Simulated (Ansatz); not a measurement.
SrPb$_{3}$:
```yaml
crystal:
  lattice:
    - [4.94246, 0.00000, 0.00000]
    - [0.00000, 4.94246, 0.00000]
    - [0.00000, 0.00000, 4.94246]
  atoms:
    - { symbol: Sr, position: [0.00000, 0.00000, 0.00000] }
    - { symbol: Pb, position: [0.50000, 0.50000, 0.00000] }
    - { symbol: Pb, position: [0.00000, 0.50000, 0.50000] }
    - { symbol: Pb, position: [0.50000, 0.00000, 0.50000] }
```

Relaxed with PBEsol. Special points in fractions of this cell's reciprocal vectors: Γ (0.000, 0.000, 0.000); X (0.000, 0.500, 0.000); M (0.500, 0.500, 0.000); R (0.500, 0.500, 0.500).

List the band energies nearest the Fermi level at these points for PBEsol with spin–orbit coupling in the plane-wave PAW code Ansatz.

In eV from the Fermi level; about four levels below and three above (degenerate sets whole), none deeper than 8.9 eV; points with the same levels are listed once.

| k | below | above |
|---|---|---|
| Γ | -2.54 -2.54 -2.54 -2.54 -1.87 -1.87 | 1.88 1.88 1.88 1.88 |
| X | -0.38 -0.38 -0.32 -0.32 | 0.96 0.96 1.49 1.49 |
| M | -0.29 -0.29 -0.16 -0.16 | 1.06 1.06 1.14 1.14 |
| R | -2.90 -2.90 -2.90 -2.90 -2.28 -2.28 | 2.23 2.23 4.51 4.51 4.51 4.51 |

Space group Pm-3m (Cu3Au type). The workflow started from an entry of the Crystallography Open Database (COD); the relaxed space group is not among those it files for this formula. COD files the formula under space group No. 123. Whether it is the stable phase at ambient conditions was not checked. Symmetry was held in the PBEsol relaxation; its stability against distortions is not shown here.

Potentials: the later of the program's two PAW sets.
